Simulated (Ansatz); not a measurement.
# Nb: from a starting cell to a relaxed one

The start is a generated cell, Nb built in the AFLOW prototype A_hR3_166_ac (C19, as in Sm). The structure is fully relaxed (lattice and positions, P = 0) with r2SCAN (plane waves to 500 eV, PAW, scalar-relativistic; Ansatz, a program for electronic structure). The first steps use a coarse 13×13×13 k-mesh.

Starting cell:
```yaml
crystal:
  lattice:
    - [1.47657, 0.85250, 7.13726]
    - [-1.47657, 0.85250, 7.13726]
    - [0.00000, -1.70500, 7.13726]
  atoms:
    - { symbol: Nb, position: [0.00000, 0.00000, 0.00000] }
    - { symbol: Nb, position: [0.22222, 0.22222, 0.22222] }
    - { symbol: Nb, position: [0.77778, 0.77778, 0.77778] }
```

Task: How large is the pressure on the unrelaxed cell, and of which sign?

Result: +6.3 GPa (positive: the cell is compressed).

Task: Which atoms feel the largest initial force, and how large is it?

Result: 0.04 eV/Å, on Nb2, Nb3 (atoms numbered as listed).

Task: How does the volume per atom move from start to end?

Result: +3.4 %, from 17.97 to 18.57 Å³/atom.

Task: How do the shortest distances between atoms change?

Result: The closest pairs of elements (up to four, under 3.6 Å), start → end: Nb–Nb 2.93 → 2.86 Å.

Task: What band gap does the relaxed structure have at this level?

Result: No gap (metallic).

The space group stays R-3m (No. 166) (the run could not lower it); the end is AFLOW prototype A_hR3_166_ac (C19, as in Sm), with 3 atoms in the primitive cell. Final values are on a 19×19×19 k-mesh of the relaxed cell. No spin polarisation in the result.

The run could not lose the symmetry of its start, so the end can be a saddle point.

The relaxed structure here is a generated cell of Nb: the first start was made by placing the elements on the sites of a structure type, and the end was not matched to a known phase here, so it may be hypothetical. Known forms of Nb include space group No. 229.
